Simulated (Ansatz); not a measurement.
Relaxed-ion elastic tensor of Ca (simple cubic, space group No. 221) in GPa (Voigt order), DFT-PBEsol in the program Ansatz with PAW potentials; density 1.62 g/cm³, 41.02 Å³ per atom.

```json
[
 {"": "1", "1": "51.8", "2": "-8.2", "3": "-8.2", "4": "0.0", "5": "0.0", "6": "0.0"},
 {"": "2", "1": "-8.2", "2": "51.8", "3": "-8.2", "4": "0.0", "5": "0.0", "6": "0.0"},
 {"": "3", "1": "-8.2", "2": "-8.2", "3": "51.8", "4": "0.0", "5": "0.0", "6": "0.0"},
 {"": "4", "1": "0.0", "2": "0.0", "3": "0.0", "4": "-9.4", "5": "0.0", "6": "0.0"},
 {"": "5", "1": "0.0", "2": "0.0", "3": "0.0", "4": "0.0", "5": "-9.4", "6": "0.0"},
 {"": "6", "1": "0.0", "2": "0.0", "3": "0.0", "4": "0.0", "5": "0.0", "6": "-9.4"}
]
```

Is the crystal mechanically stable?

No: the smallest eigenvalue of C is -9.4 GPa.

Space group Pm-3m (simple cubic). This is a known high-pressure phase of the composition, computed here at zero pressure and temperature. Symmetry was held in the PBEsol relaxation. At this level the phase is mechanically unstable. As this level gives no gap, shear constants depend on the k-mesh and smearing (Fermi–Dirac, 0.1 eV here).

Potentials: the later of the program's two PAW sets.
